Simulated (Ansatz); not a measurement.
MoRh:
```
MoRh
1.0
    2.75854     0.00000     0.00000
   -1.37927     2.38897     0.00000
    0.00000     0.00000     4.41151
Mo Rh
1 1
Direct
  0.00000   0.00000   0.50000
  0.33333   0.66667   0.00000
```

Relaxed with r²SCAN. Special points in fractions of this cell's reciprocal vectors: Γ (0.000, 0.000, 0.000); M (0.500, 0.000, 0.000); K (0.333, 0.333, 0.000); A (0.000, 0.000, 0.500); L (0.500, 0.000, 0.500); H (0.333, 0.333, 0.500).

Problem. List the band energies nearest the Fermi level at these points for DFT-r²SCAN with spin–orbit coupling in the program Ansatz with PAW potentials.

Solution. In eV from the Fermi level; about four levels below and three above (degenerate sets whole), none deeper than 8.9 eV; points with the same levels are listed once.

| k | below | above |
|---|---|---|
| Γ | -0.69 -0.69 -0.50 -0.50 | 1.32 1.32 2.65 2.65 |
| M | -1.67 -1.67 -0.87 -0.87 | 0.40 0.40 2.96 2.96 |
| K | -1.78 -1.71 -0.46 -0.37 | 1.16 1.23 1.93 |
| A | -2.07 -2.07 -1.72 -1.72 | 0.47 0.47 0.51 0.51 |
| L | -3.91 -3.91 -1.84 -1.84 | 0.05 0.05 0.29 0.29 |
| H | -0.81 -0.61 -0.42 -0.31 | 1.17 1.21 2.70 |

Space group P-6m2. The workflow started from a Materials Project entry (that database holds measured and hypothetical structures alike); the Crystallography Open Database copy checked does not list it. With Mo and Rh taken as one species the cell has the higher symmetry P6_3/mmc, so it may be an ordered model of a mixed-site phase. Its standing as an ambient phase is unchecked. The cell was relaxed with r²SCAN under the symmetry of its start; its stability against distortions is not shown here. No spin polarisation was allowed.

Potentials: the later of the program's two PAW sets.
